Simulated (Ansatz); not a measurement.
Si2Mo:
```
Si2Mo
1.0
   -1.59517     1.59517     3.91065
    1.59517    -1.59517     3.91065
    1.59517     1.59517    -3.91065
Si Mo
2 1
Direct
  0.66494   0.66494   0.00000
  0.33506   0.33506   0.00000
  0.00000   0.00000   0.00000
```

This is the PBEsol-relaxed structure.

**Question.** All from DFT-PBEsol in the program Ansatz with PAW potentials, unless another level is named. Give the Hill bulk and shear moduli.

**Answer.** 219 and 189 GPa.

**Question.** Predict the highest zone-centre frequency.

**Answer.** 436 cm⁻¹.

Space group I4/mmm (MoSi2 or CaC2 type). The cell was relaxed with PBEsol under the symmetry of its start. No spin polarisation was allowed. As this level gives no gap, shear constants depend on the k-mesh and smearing (Fermi–Dirac, 0.1 eV here). As this level gives no gap, phonon frequencies hold no LO–TO term and depend on the k-mesh and smearing (Fermi–Dirac, 0.1 eV here).

Potentials: the earlier of the program's two PAW sets. The files were generated under PBE; for other functionals the program regenerates the frozen cores, and for LDA and PBEsol the local potential too.
